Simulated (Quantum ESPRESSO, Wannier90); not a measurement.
**Wannierisation of PbF4 (I4/mmm)**

Structure: Materials Project mp-341, symmetrised, not relaxed again. COD (Crystallography Open Database) has an entry of this formula and space group (matched by these alone). Method: PBEsol plane waves in Quantum ESPRESSO 7.5 (PseudoDojo norm-conserving files, 68 Ry, no spin polarisation, no spin-orbit coupling), Bloch states on a 6×6×6 mesh through Γ, Wannier90 4.0.1. Density: 8×8×8 mesh, cold smearing 0.01 Ry. The cell is built of weakly bound layers, chains or molecules. Database cells relaxed without dispersion often hold them too far apart, which can enlarge gaps and weakens couplings between them; spacing and stacking were not compared with the measured crystal. Spin-orbit coupling is left out although heavy elements are present.

On the energy scale of pw.x, whose zero is arbitrary, the valence-band maximum lies at 1.96 eV.

Input w.win:

```
num_bands = 16
num_wann = 16
exclude_bands = 5-9,22-36
num_iter = 1000
conv_tol = 1.0e-6
conv_window = 4
write_hr = true
write_u_matrices = true
auto_projections = true
begin unit_cell_cart
ang
    4.2935000000    0.0000000000    0.0000000000
    0.0000000000    4.2935000000    0.0000000000
   -2.1467500000   -2.1467500000    3.9330200000
end unit_cell_cart
begin atoms_frac
Pb   0.0000000000  0.0000000000  0.0000000000
F   -0.2518500000 -0.2518500000  0.4963000000
F    0.2518500000  0.2518500000 -0.4963000000
F    0.0000000000  0.5000000000  0.0000000000
F    0.5000000000  0.0000000000  0.0000000000
end atoms_frac
mp_grid = 6 6 6
begin kpoints
0.0000000000 0.0000000000 0.0000000000
0.0000000000 0.0000000000 0.1666666667
0.0000000000 0.0000000000 0.3333333333
... (213 more lines: the 6x6x6 mesh through Gamma)
end kpoints
```

Input of pw2wannier90.x that gives the overlap and projection files (equivalent; here they were cut from one run over all bands):

```
&inputpp
  outdir = './out'
  prefix = 'pwscf'
  seedname = 'w'
  write_amn = .true.
  write_mmn = .true.
  scdm_proj = .true.
  scdm_entanglement = 'isolated'
/
```

Output w.wout (banner and timings cut):

```
                                    ------
                                    SYSTEM
                                    ------

                              Lattice Vectors (Ang)
                    a_1     4.293500   0.000000   0.000000
                    a_2     0.000000   4.293500   0.000000
                    a_3    -2.146750  -2.146750   3.933020

                   Unit Cell Volume:      72.50185  (Ang^3)

                        Reciprocal-Space Vectors (Ang^-1)
                    b_1     1.463418  -0.000000   0.798774
                    b_2    -0.000000   1.463418   0.798774
                    b_3     0.000000   0.000000   1.597547

 *----------------------------------------------------------------------------*
 |   Site       Fractional Coordinate          Cartesian Coordinate (Ang)     |
 +----------------------------------------------------------------------------+
 | pb   1   0.00000   0.00000   0.00000   |    0.00000   0.00000   0.00000    |
 | f    1  -0.25185  -0.25185   0.49630   |   -2.14675  -2.14675   1.95196    |
 | f    2   0.25185   0.25185  -0.49630   |    2.14675   2.14675  -1.95196    |
 | f    3   0.00000   0.50000   0.00000   |    0.00000   2.14675   0.00000    |
 | f    4   0.50000   0.00000   0.00000   |    2.14675   0.00000   0.00000    |
 *----------------------------------------------------------------------------*
                                ------------
                                K-POINT GRID
                                ------------

             Grid size =  6 x  6 x  6      Total points =  216

 *---------------------------------- MAIN ------------------------------------*
 |  Number of Wannier Functions               :                16             |
 |  Number of Objective Wannier Functions     :                16             |
 |  Number of input Bloch states              :                16             |
 |  Output verbosity (1=low, 5=high)          :                 1             |
 |  Timing Level (1=low, 5=high)              :                 1             |
 |  Optimisation (0=memory, 3=speed)          :                 3             |
 |  Length Unit                               :               Ang             |
 |  Post-processing setup (write *.nnkp)      :                 F             |
 |  Using Gamma-only branch of algorithms     :                 F             |
 *----------------------------------------------------------------------------*
 *------------------------------- WANNIERISE ---------------------------------*
 |  Total number of iterations                :              1000             |
 |  Number of CG steps before reset           :                 5             |
 |  Trial step length for line search         :             2.000             |
 |  Convergence tolerence                     :         0.100E-05             |
 |  Convergence window                        :                 4             |
 |  Iterations between writing output         :                 1             |
 |  Iterations between backing up to disk     :               100             |
 |  Write r^2_nm to file                      :                 F             |
 |  Write xyz WF centres to file              :                 F             |
 |  Write on-site energies <0n|H|0n> to file  :                 F             |
 |  Use guiding centre to control phases      :                 F             |
 |  Use phases for initial projections        :                 F             |
 *----------------------------------------------------------------------------*
 *-------------------------------- PLOTTING ----------------------------------*
 |  Plotting Hamiltonian in WF basis          :                 T             |
 *----------------------------------------------------------------------------*

       ... (k-mesh section left out)

 Starting a new Wannier90 calculation ...

 Reading overlaps from w.mmn

 Reading projections from w.amn

 *------------------------------- WANNIERISE ---------------------------------*
 +--------------------------------------------------------------------+<-- CONV
 | Iter  Delta Spread     RMS Gradient      Spread (Ang^2)            |<-- CONV
 +--------------------------------------------------------------------+<-- CONV

 ------------------------------------------------------------------------------
 Initial State
  WF centre and spread    1  (  2.004643,  1.914115, -1.983276 )     0.55965359
  WF centre and spread    2  (  0.232423,  0.141986, -1.949052 )     0.56121963
  WF centre and spread    3  (  2.391519,  2.115349, -1.986871 )     0.57404581
  WF centre and spread    4  (  0.031402, -0.244970, -1.946557 )     0.57315648
  WF centre and spread    5  (  2.091052, -0.058399, -0.275033 )     0.51741913
  WF centre and spread    6  ( -0.058276,  2.091069, -0.274963 )     0.51843928
  WF centre and spread    7  ( -0.203375, -2.215582,  0.188883 )     0.54029094
  WF centre and spread    8  ( -2.215644, -0.203645,  0.188832 )     0.53927259
  WF centre and spread    9  ( -2.194614,  0.271180,  0.083209 )     0.52823122
  WF centre and spread   10  (  0.271211, -2.194884,  0.083130 )     0.52791933
  WF centre and spread   11  (  2.053686,  2.379634, -1.961771 )     0.65295336
  WF centre and spread   12  ( -2.379823, -2.053818,  1.961438 )     0.65224875
  WF centre and spread   13  ( -1.968493, -0.010800,  0.003132 )     1.14787377
  WF centre and spread   14  ( -0.009660, -1.966979,  0.003086 )     1.14508008
  WF centre and spread   15  ( -0.033363,  0.008062, -1.469291 )     0.96939521
  WF centre and spread   16  ( -0.010204,  0.031194,  1.469497 )     0.96935712
  Sum of centres and spreads (  0.002486,  0.003511, -7.865606 )    10.97655628

      0     0.110E+02     0.0000000000       10.9765562426  <-- CONV
        O_D=      0.0179196 O_OD=      1.6616487 O_TOT=     10.9765562 <-- SPRD
 ------------------------------------------------------------------------------
      1    -0.265E+00     0.2878946919       10.7115689372  <-- CONV
        O_D=      0.0131491 O_OD=      1.4014319 O_TOT=     10.7115689 <-- SPRD
      2    -0.110E+00     0.2250714541       10.6017424184  <-- CONV
        O_D=      0.0132958 O_OD=      1.2914587 O_TOT=     10.6017424 <-- SPRD
      3    -0.336E-01     0.1696157466       10.5681197239  <-- CONV
        O_D=      0.0119759 O_OD=      1.2591559 O_TOT=     10.5681197 <-- SPRD
      4    -0.875E-02     0.0957385263       10.5593647373  <-- CONV
        O_D=      0.0113525 O_OD=      1.2510243 O_TOT=     10.5593647 <-- SPRD
      5    -0.298E-02     0.0533316342       10.5563800871  <-- CONV
        O_D=      0.0110703 O_OD=      1.2483219 O_TOT=     10.5563801 <-- SPRD
       ... (lines left out)
    100    -0.308E-04     0.0045043090       10.5380886317  <-- CONV
        O_D=      0.0119471 O_OD=      1.2291536 O_TOT=     10.5380886 <-- SPRD
       ... (lines left out)
    200    -0.230E-05     0.0011954451       10.5369580429  <-- CONV
        O_D=      0.0120239 O_OD=      1.2279462 O_TOT=     10.5369580 <-- SPRD
       ... (lines left out)
    245    -0.810E-06     0.0007309162       10.5368845788  <-- CONV
        O_D=      0.0120285 O_OD=      1.2278682 O_TOT=     10.5368846 <-- SPRD
    246    -0.736E-06     0.0007038646       10.5368838430  <-- CONV
        O_D=      0.0120291 O_OD=      1.2278668 O_TOT=     10.5368838 <-- SPRD
    247    -0.716E-06     0.0008983705       10.5368831274  <-- CONV
        O_D=      0.0120287 O_OD=      1.2278665 O_TOT=     10.5368831 <-- SPRD
             <<<     Delta < 1.000E-06  over  4 iterations     >>>
             <<< Wannierisation convergence criteria satisfied >>>
 Final State
  WF centre and spread    1  (  1.991752,  1.928853, -1.974218 )     0.56587230
  WF centre and spread    2  (  0.217880,  0.155010, -1.958816 )     0.56594863
  WF centre and spread    3  (  2.412870,  2.120151, -1.974656 )     0.56505778
  WF centre and spread    4  (  0.026609, -0.266130, -1.958341 )     0.56492540
  WF centre and spread    5  (  2.079335, -0.057780, -0.272110 )     0.51183916
  WF centre and spread    6  ( -0.057803,  2.079332, -0.272101 )     0.51184858
  WF centre and spread    7  ( -0.200721, -2.223539,  0.186944 )     0.53112462
  WF centre and spread    8  ( -2.223522, -0.200748,  0.186931 )     0.53110080
  WF centre and spread    9  ( -2.206956,  0.267500,  0.082408 )     0.52042404
  WF centre and spread   10  (  0.267505, -2.206942,  0.082380 )     0.52042939
  WF centre and spread   11  (  2.036926,  2.390545, -1.973372 )     0.56804775
  WF centre and spread   12  ( -2.390569, -2.036961,  1.973388 )     0.56795188
  WF centre and spread   13  ( -1.938707, -0.008920,  0.002962 )     1.06924938
  WF centre and spread   14  ( -0.008960, -1.938663,  0.002969 )     1.06920089
  WF centre and spread   15  ( -0.001057,  0.000552, -1.465932 )     0.93693328
  WF centre and spread   16  ( -0.000917,  0.000690,  1.465912 )     0.93692929
  Sum of centres and spreads (  0.003666,  0.002949, -7.865652 )    10.53688317

         Spreads (Ang^2)       Omega I      =     9.296987914
        ================       Omega D      =     0.012028735
                               Omega OD     =     1.227866478
    Final Spread (Ang^2)       Omega Total  =    10.536883127
```
